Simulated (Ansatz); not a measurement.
Values for one crystal, relaxed and computed with PBEsol (plane waves, PAW; program Ansatz); other levels are named.

| Property | Value |
|---|---|
| Volume per atom | 16.32 Å³ |
| Electronic character | metallic (no gap) |
| Mechanical stability | unstable (C has a negative eigenvalue) |
| Zone-centre stability | no imaginary mode at Γ |
| Highest zone-centre frequency | 296 cm^-1 |
| Density of states at the Fermi level | 1.0 states/eV per atom (mean over ±0.08 eV) |
| Pressure derivative B′ | 4.0 |

Task: Which of these materials gives this?
(A) YAl3, P6_3/mmc (Y on 2d, Al on 6h)
(B) TaCo2, cubic Laves (MgCu2 type)
(C) TaAl, CsCl type
(D) ZnCu, CsCl type

Result: C, TaAl, CsCl type

Space group Pm-3m (CsCl type). The start of the workflow was typed in or built on a structure type; neither database checked (COD, Materials Project) lists it. Whether it is the stable phase at ambient conditions was not checked. The cell was relaxed with PBEsol under the symmetry of its start. No spin polarisation was allowed. As this level gives no gap, phonon frequencies hold no LO–TO term and depend on the k-mesh and smearing (Fermi–Dirac, 0.1 eV here). Spin–orbit coupling is left out wherever it is not named.

Potentials: the later of the program's two PAW sets.
